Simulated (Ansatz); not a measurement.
The start is a relaxed GaN cell with every coordinate shifted by Gaussian noise of σ = 0.2 Å. The structure is fully relaxed (lattice and positions, P = 0) with PBEsol (plane waves to 420 eV, PAW, scalar-relativistic; Ansatz, a program for electronic structure). The first steps use a coarse 7×7×2 k-mesh.

Starting cell:
```yaml
crystal:
  lattice:
    - [3.18124, 0.00000, 0.00000]
    - [-1.59062, 2.75504, 0.00000]
    - [0.00000, 0.00000, 15.57333]
  atoms:
    - { symbol: Ga, position: [0.95248, 0.00930, 0.98263] }
    - { symbol: Ga, position: [0.92332, 0.90980, 0.48433] }
    - { symbol: Ga, position: [0.54783, 0.30289, 0.82257] }
    - { symbol: Ga, position: [0.38917, 0.68305, 0.35353] }
    - { symbol: Ga, position: [0.69639, 0.41732, 0.14833] }
    - { symbol: Ga, position: [0.37199, 0.78287, 0.65945] }
    - { symbol: N, position: [0.07236, 0.99845, 0.88262] }
    - { symbol: N, position: [0.90199, 0.05557, 0.36515] }
    - { symbol: N, position: [0.63410, 0.33792, 0.72610] }
    - { symbol: N, position: [0.35421, 0.65489, 0.19960] }
    - { symbol: N, position: [0.86279, 0.45573, 0.00676] }
    - { symbol: N, position: [0.24760, 0.67823, 0.53352] }
```

Q: How large is the pressure on the unrelaxed cell, and of which sign?

A: +38.4 GPa (positive: the cell is compressed).

Q: By how much does the energy per atom fall from start to end?

A: 1.29 eV/atom.

Q: Is the parent structure recovered?

A: It relaxes back to the parent, P6₃mc (No. 186).

Q: How do the shortest distances between atoms change?

A: The closest pairs of elements (up to four, under 3.6 Å), start → end: Ga–N 1.47 → 1.95 Å; N–N 2.45 → 3.18 Å; Ga–Ga 2.52 → 3.18 Å.

Q: What band gap does the relaxed structure have at this level?

A: 1.76 eV, direct at Γ (no spin-orbit coupling).

The end point of the relaxation:

Space group P6₃mc (No. 186); a = 3.1812 Å, b = 3.1812 Å, c = 15.5740 Å, α = 90.00°, β = 90.00°, γ = 120.00°

| atom | site | symmetry | x | y | z |
|---|---|---|---|---|---|
| Ga | 2a | 3m. | 0.0000 | 0.0000 | 0.4929 |
| Ga | 2b | 3m. | 0.3333 | 0.6667 | 0.3264 |
| Ga | 2b | 3m. | 0.6667 | 0.3333 | 0.1597 |
| N | 2a | 3m. | 0.0000 | 0.0000 | 0.3677 |
| N | 2b | 3m. | 0.3333 | 0.6667 | 0.2012 |
| N | 2b | 3m. | 0.6667 | 0.3333 | 0.0345 |

Final values are on a 10×10×2 k-mesh of the relaxed cell. No spin polarisation in the result.

The first start was generated by placing the elements on the sites of a structure type. A measured structure of GaN has the same space group, P6₃mc (No. 186); the sites were not compared with it.
